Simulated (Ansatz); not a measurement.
Relaxed Ge (diamond):

```xyz
2
Lattice="0.0000 2.8811 2.8811 2.8811 0.0000 2.8811 2.8811 2.8811 0.0000" Properties=species:S:1:pos:R:3 pbc="T T T"
Ge     2.8811     2.8811     2.8811
Ge     4.3217     4.3217     4.3217
```

Two-dimensional scan of atom 2 (Ge, nearest neighbour Ge at 2.495 Å; its periodic images, 4.1 Å or more away, move with it): u runs along (1.000, 0.000, 0.000), v along (0.000, 1.000, 0.000) (Cartesian). Cell and other atoms are fixed.

Computed with PBE (plane waves to 420 eV, PAW, scalar-relativistic; Ansatz, a first-principles code). k mesh 11×11×11 (Γ-centred), Fermi-Dirac smearing 0.05 eV. Stress and pressure are positive under compression. With partly filled bands, energies and forces of such displacements shift with the k mesh and the smearing. Ge was relaxed with its symmetry unable to fall. The PAW data are Ansatz's earlier set. The last digit holds for this mesh only.

Changes of P (GPa) from the point u = 0.000 Å, v = 0.000 Å when one coordinate moves alone (two changes are said to add if the coupling is within 5 % of the smaller one, nearly so within 20 %):

| point | change |
|---|---|
| u = 0.000 Å, v = -0.620 Å | 9.42 |
| u = 0.000 Å, v = -0.413 Å | 4.48 |
| u = 0.000 Å, v = -0.207 Å | 1.25 |
| u = -0.620 Å, v = 0.000 Å | 9.42 |
| u = -0.413 Å, v = 0.000 Å | 4.48 |
| u = -0.207 Å, v = 0.000 Å | 1.25 |
| u = 0.207 Å, v = 0.000 Å | 1.25 |
| u = 0.413 Å, v = 0.000 Å | 4.48 |
| u = 0.620 Å, v = 0.000 Å | 9.42 |
| u = 0.000 Å, v = 0.207 Å | 1.25 |
| u = 0.000 Å, v = 0.413 Å | 4.48 |
| u = 0.000 Å, v = 0.620 Å | 9.42 |

Task: What is the change at u = -0.620 Å, v = -0.620 Å, where both move, and how far is it from the sum?

Result: The sum of the single changes is 9.42 + (9.42) = 18.84; the calculation gives 24.67, so the coupling contributes 5.83 (over 20 % of the smaller single change, not additive).

Task: Do the two effects add at u = 0.620 Å, v = 0.413 Å? Give the computed change.

Result: The sum of the single changes is 9.42 + (4.48) = 13.90; the calculation gives 16.49, so the coupling contributes 2.59 (over 20 % of the smaller single change, not additive).

Task: What is the change at u = 0.413 Å, v = 0.207 Å, where both move, and how far is it from the sum?

Result: The sum of the single changes is 4.48 + (1.25) = 5.73; the calculation gives 5.94, so the coupling contributes 0.21 (under 20 % of the smaller single change, nearly additive).

(A displaced cell: forces are minus the slopes of the energy, force constants its curvatures, and phonons follow from these.)
